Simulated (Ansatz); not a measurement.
Stress against strain in Ti2Cd

```xyz
3
Lattice="-1.4325 1.4325 6.7100 1.4325 -1.4325 6.7100 1.4325 1.4325 -6.7100" Properties=species:S:1:pos:R:3 pbc="T T T"
Ti    0.0000    0.0000    4.3481
Ti    0.0000    0.0000    9.0719
Cd    0.0000    0.0000    0.0000
```

Atom numbers follow the list: Ti1, Ti2, Cd3.

The geometry is COD entry 1525205, unchecked; take it as a test cell.

The calculation used DFT, LDA, all-electron LAPW, scalar-relativistic in Ansatz 0.2.0.

Settings: a Γ-centred 16×16×16 k mesh, Fermi–Dirac smearing of 0.08 eV, basis error target 1 meV/atom, no spin polarisation.

The strain is applied along the Cartesian axes of the cell as listed (the other components stay zero). Fractional coordinates are held (clamped ions).

σ is the change of stress from the unstrained cell, which is at -8.11 GPa; tension is positive, so slopes are stress–strain coefficients at that pressure. In a metal the k mesh adds noise.

Only quantities that a quadratic follows smoothly over the whole series are listed; rougher ones are left out.

```csv
εxx = εyy,σzz (GPa),σxx (GPa)
-0.0200,-2.72,-4.19
-0.0100,-1.31,-1.97
0.0000,0.00,0.00
0.0200,2.33,3.32
```

Q: Fit the series and read off the stiffness at zero strain.

A: Least-squares fits y = p0 + p1 x + p2 x² to the rows give σzz (GPa): p1 = 126, p2 = -490; σxx (GPa): p1 = 188, p2 = -1100. So C13 + C23 = 126 GPa and C11 + C12 = 188 GPa, for these axes.

Q: One run, at εxx = εyy = 0.0100, is withheld. Predict its row.

A: The fits give 1.21, 1.77; the run gave 1.21, 1.76.
